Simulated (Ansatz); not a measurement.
**Is this ZrTiN structure a true minimum?**

It was reached by relaxing an invented guess, and it needn't be the stable form of this composition.

Theory: Ansatz, DFT PBE, scalar-relativistic, plane waves, PAW. Plane waves to 420 eV, a k mesh through Γ of 12×12×6 on the computed 6-atom cell and Gaussian smearing (0.10 eV); no spin polarisation.

The cell below (6 atoms, space group P4/nmm (No. 129)) is relaxed within its symmetry.

```cif
data_structure
_symmetry_space_group_name_H-M 'P 1'
_symmetry_Int_Tables_number 1
_cell_length_a 3.2523
_cell_length_b 3.2523
_cell_length_c 8.0530
_cell_angle_alpha 90.000
_cell_angle_beta 90.000
_cell_angle_gamma 90.000
_cell_volume 85.18
loop_
_atom_site_label
_atom_site_type_symbol
_atom_site_fract_x
_atom_site_fract_y
_atom_site_fract_z
_atom_site_occupancy
Zr1 Zr 0.00000 0.50000 0.63563 1
Zr2 Zr 0.50000 0.00000 0.36437 1
Ti1 Ti 0.00000 0.50000 0.09831 1
Ti2 Ti 0.50000 0.00000 0.90169 1
N1 N 0.00000 0.50000 0.35403 1
N2 N 0.50000 0.00000 0.64597 1
```

For the test a repeat of it with 12 atoms (edges 3.25, 6.50, 8.05 Å) was strained at random (σ = 1.5 % a component), the atoms were moved at random (σ = 0.05 Å), and all was relaxed again on a coarse 6×4×4 mesh (in the run’s order of axes) with 0.20 eV smearing, with no symmetry imposed.

Question: Is the structure stable against such a distortion?

Answer: It returns, within 1 meV/atom of the unmoved cell on that mesh and with the same symmetry when read at 0.1 Å. No instability shows in this cell; modes of other wave vectors, which need another repeat, aren't tested.
